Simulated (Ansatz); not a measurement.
Relaxed Ge (diamond):

```
CELL_PARAMETERS angstrom
      0.00000     5.76221     5.76221
      2.88111     0.00000     2.88111
      2.88111     2.88111     0.00000
ATOMIC_POSITIONS crystal
  Ge 0.25000 0.50000 0.50000
  Ge 0.75000 0.50000 0.50000
  Ge 0.37500 0.75000 0.75000
  Ge 0.87500 0.75000 0.75000
```

The atoms are displaced by Q × the pattern below (from a DFPT mode at L = (0.5, 0.0, 0.0), largest move 1; Q in Å), at fixed cell. (q is in reciprocal vectors of the primitive cell; the cell shown is doubled to hold the pattern.)

| atom | x | y | z |
|---|---|---|---|
| Ge1 | -0.577 | 0.577 | 0.577 |
| Ge2 | 0.577 | -0.577 | -0.577 |
| Ge3 | 0.577 | -0.577 | -0.577 |
| Ge4 | -0.577 | 0.577 | 0.577 |

These are PBE (plane waves to 420 eV, PAW, scalar-relativistic; Ansatz, a program for electronic structure) values and carry that method's errors. k mesh 7×14×14 (Γ-centred), Fermi-Dirac smearing 0.05 eV. The energy includes the smearing's −TS. Compression counts positive. With partly filled bands, energies and forces of such displacements shift with the k mesh and the smearing. Ge was relaxed with its symmetry unable to fall. The PAW data are Ansatz's earlier set. ΔE is measured from the undisplaced structure.

```csv
Q (Å),P (GPa),ΔE (eV/cell)
-0.280,2.2,1.375
-0.233,1.6,1.027
-0.187,1.1,[?]
-0.140,0.6,0.417
-0.093,0.2,[?]
-0.047,0.1,0.050
0.000,0.0,0.000
0.047,0.1,0.050
0.093,0.2,[?]
0.140,0.6,0.417
0.187,1.1,[?]
0.233,1.6,1.027
0.280,2.2,1.375
```

**Question.** Fill in the missing entries.

**Answer.** 
- -0.187, ΔE (eV/cell): 0.699
- -0.093, ΔE (eV/cell): 0.193
- 0.093, ΔE (eV/cell): 0.193
- 0.187, ΔE (eV/cell): 0.699

(A displaced cell: forces are minus the slopes of the energy, force constants its curvatures, and phonons follow from these.)
